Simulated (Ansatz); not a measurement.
In plane-wave PAW r²SCAN (Ansatz code), Ta2N in the anti-CdI2 type structure (P-3m1) relaxes to a = 3.075 Å, c = 4.891 Å. N has 6 nearest neighbours from 2.17 Å (octahedral); Ta has 3 nearest neighbours from 2.17 Å (trigonal pyramidal). Against the elements it lies at -0.91 eV/atom, with no fitted shifts.

Electronic character: metallic (no gap). Gap from r²SCAN with spin–orbit coupling: none (metallic).

The bulk modulus is 2900 kbar. The relaxed-ion elastic constants in GPa are C11 = 460, C12 = 160, C13 = 238, C14 = -48.7, C33 = 434, C44 = 123. The elastic constants imply a Debye temperature near 388 K. The highest mode at Γ lies at 69.3 meV. Bader charges are N -1.85, Ta +0.93 e.

Symmetry was held in the r²SCAN relaxation; of distortions, only those at the zone centre were tested. No spin polarisation was allowed. The volume moved by 19 % from the start of the relaxation. With an odd number of electrons in the cell and no spin polarisation, the count alone makes it a metal. As this level gives no gap, shear constants depend on the k-mesh and smearing (Fermi–Dirac, 0.1 eV here). The references are the lowest solids computed at this level, not always the standard phases (solids in place of the gases). Scalar-relativistic: spin–orbit coupling is off unless named, which matters more the heavier the elements.

Potentials: the later of the program's two PAW sets.
